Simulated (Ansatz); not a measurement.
This cell of PbTe (rock salt) is off equilibrium:

```yaml
crystal:
  lattice:
    - [0.00000, 3.28451, 3.28451]
    - [3.28451, 0.00000, 3.28451]
    - [3.28451, 3.28451, 0.00000]
  atoms:
    - { symbol: Te, position: [0.00000, 0.00000, 0.00000] }
    - { symbol: Pb, position: [0.42541, 0.42541, 0.60976] }
```

All values below come from PBE (plane waves to 420 eV, PAW, scalar-relativistic; Ansatz, an electronic-structure program). k mesh 7×7×7 (Γ-centred), Fermi-Dirac smearing 0.05 eV. The energy includes the smearing's −TS. Stress and pressure are positive under compression. PbTe was relaxed with its symmetry unable to fall. Spin-orbit coupling is left out, though Pb and Te are heavy.

Task: Predict the force on every atom, in eV/Å.

Result: 
| atom | Fx | Fy | Fz |
|---|---|---|---|
| Te1 | 0.128 | 0.128 | -1.360 |
| Pb2 | -0.128 | -0.128 | 1.360 |

Task: What is the stress tensor (GPa)?

Result: 
```
   0.42     0.02     0.04
   0.02     0.42     0.04
   0.04     0.04     8.50
```
The pressure, a third of the trace, is 3.11 GPa.

Task: In it atom 2 sits (0.115, 0.115, -0.490) Å away from its relaxed site. What is its energy relative to the relaxed cell?

Result: 197 meV/cell.

(A displaced cell: forces are minus the slopes of the energy, force constants its curvatures, and phonons follow from these.)
